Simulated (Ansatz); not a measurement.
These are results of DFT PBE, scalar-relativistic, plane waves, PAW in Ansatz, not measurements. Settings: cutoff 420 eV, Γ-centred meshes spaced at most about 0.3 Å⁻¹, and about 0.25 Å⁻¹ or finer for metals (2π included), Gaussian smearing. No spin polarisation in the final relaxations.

All energies are static (0 K, no zero-point motion). All come from trial cells, and lower structures may exist.

**Question.** Which of these relaxed structures of Nb3C is the lowest in energy?
1.

```cif
data_structure
_symmetry_space_group_name_H-M 'P6_3/m'
_symmetry_Int_Tables_number 176
_cell_length_a 6.5528
_cell_length_b 6.5528
_cell_length_c 3.2685
_cell_angle_alpha 90.000
_cell_angle_beta 90.000
_cell_angle_gamma 120.000
_cell_volume 121.54
loop_
_atom_site_label
_atom_site_type_symbol
_atom_site_symmetry_multiplicity
_atom_site_Wyckoff_symbol
_atom_site_fract_x
_atom_site_fract_y
_atom_site_fract_z
_atom_site_occupancy
Nb1 Nb 6 h 0.30893 0.38864 0.25000 1
C1 C 2 d 0.66667 0.33333 0.25000 1
```

2.

```cif
data_structure
_symmetry_space_group_name_H-M 'Fm-3m'
_symmetry_Int_Tables_number 225
_cell_length_a 6.1945
_cell_length_b 6.1945
_cell_length_c 6.1945
_cell_angle_alpha 90.000
_cell_angle_beta 90.000
_cell_angle_gamma 90.000
_cell_volume 237.69
loop_
_atom_site_label
_atom_site_type_symbol
_atom_site_symmetry_multiplicity
_atom_site_Wyckoff_symbol
_atom_site_fract_x
_atom_site_fract_y
_atom_site_fract_z
_atom_site_occupancy
Nb1 Nb 8 c 0.25000 0.25000 0.75000 1
Nb2 Nb 4 b 0.50000 0.00000 0.00000 1
C1 C 4 a 0.00000 0.00000 0.00000 1
```

3.

```cif
data_structure
_symmetry_space_group_name_H-M 'P6_3/mmc'
_symmetry_Int_Tables_number 194
_cell_length_a 5.3558
_cell_length_b 5.3558
_cell_length_c 4.7414
_cell_angle_alpha 90.000
_cell_angle_beta 90.000
_cell_angle_gamma 120.000
_cell_volume 117.79
loop_
_atom_site_label
_atom_site_type_symbol
_atom_site_symmetry_multiplicity
_atom_site_Wyckoff_symbol
_atom_site_fract_x
_atom_site_fract_y
_atom_site_fract_z
_atom_site_occupancy
Nb1 Nb 6 h 0.33676 0.16838 0.75000 1
C1 C 2 d 0.66667 0.33333 0.25000 1
```

4.

```cif
data_structure
_symmetry_space_group_name_H-M 'Pm-3m'
_symmetry_Int_Tables_number 221
_cell_length_a 3.8770
_cell_length_b 3.8770
_cell_length_c 3.8770
_cell_angle_alpha 90.000
_cell_angle_beta 90.000
_cell_angle_gamma 90.000
_cell_volume 58.27
loop_
_atom_site_label
_atom_site_type_symbol
_atom_site_symmetry_multiplicity
_atom_site_Wyckoff_symbol
_atom_site_fract_x
_atom_site_fract_y
_atom_site_fract_z
_atom_site_occupancy
Nb1 Nb 3 c 0.50000 0.50000 0.00000 1
C1 C 1 a 0.00000 0.00000 0.00000 1
```

**Answer.** 1. It has space group P6_3/m (No. 176); the next, 4, with the Cu3Au (L1_2) type, space group Pm-3m (No. 221), lies 0.69 eV/atom higher. Counting Nb atoms around C (those within 1.25 times the shortest such distance or 1.15 times the sum of covalent radii), the lowest has C 9 and the next has C 12.

Cells relaxed within their symmetry can be saddle points. Some structure types and database cells were kept out of the candidates from the start, so a known form may be missing.
